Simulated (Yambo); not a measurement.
Yambo run on K3RhF6 (space group Fm-3m, No. 225). The wavefunctions are norm-conserving PBEsol (Quantum ESPRESSO, 88 Ry, without SOC) ones on a 2×2×2 mesh (43 occupied bands); a = 6.2375 Å, b = 6.2375 Å, c = 6.2375 Å, α = 60.00°, β = 60.00°, γ = 60.00°.

Yambo input:

```
rim_cut
gw0
dyson
el_el_corr
HF_and_locXC
ppa
em1d
RandQpts= 1000000
RandGvec= 1 Ry
EXXRLvcs= 88 Ry
VXCRLvcs= 352 Ry
Chimod= "HARTREE"
% BndsRnXp
 5 | 328 |
%
NGsBlkXp= 8 Ry
% LongDrXp
 1.0 | 1.0 | 1.0 |
%
PPAPntXp= 27.2114 eV
% GbndRnge
 1 | 212 |
%
GTermKind= "none"
DysSolver= "n"
ExtendOut
% QPkrange
 3 | 3 | 43 | 44 |
%
```

k points by index: 3 = X.

Table of the .qp output:

```
#    K-point    Band    Eo [eV]    E [eV]    E-Eo [eV]    Vxc [eV]    Vnlxc [eV]    Sc|Eo [eV]    Sc|E [eV]    dSc/dw|Eo [eV]    Re(Z)    Im(Z)
#
    3    43    0.000000    -1.214683    -1.214683    -23.18764    -29.57618    4.871656    5.173847    -6.768203    0.800810    -0.002154
    3    44    2.109603    4.787238    2.677636    -22.83283    -16.78041    -2.756264    -3.374783    -6.285195    0.812359    -0.001883
```
(The two width columns are left out.) Convergence of these settings isn't established.

Geometry of the Materials Project entry, not relaxed at this level.

The structure is a Materials Project entry; no match was found in the copy of COD used, and its stability was not checked.
